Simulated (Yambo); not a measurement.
```
CELL_PARAMETERS angstrom
      3.23476     0.00000     0.00000
     -1.61738     2.80138     0.00000
      0.00000     0.00000     3.18228
ATOMIC_POSITIONS crystal
  P  0.33333 0.66667 0.50000
  Mo 0.00000 0.00000 0.00000
```

The geometry is that of Materials Project entry mp-219, symmetrised and not relaxed again.

Task: Where are the main features of Im ε from RPA with local fields on LDA bands (Yambo; 18×18×16 mesh, 43 bands, 4 Ry local-field block, 0.25 eV broadening; field along x)?

Result: Peaks at 2.5 eV (18), 6.1 eV (15), 9.9 eV (5.5), heights in brackets. Only interband transitions are included: the Drude term is missing, so nothing below about 0.6 eV and no real part is shown. Peak heights and small wiggles depend on the k mesh. 

Spin-orbit coupling is not included.
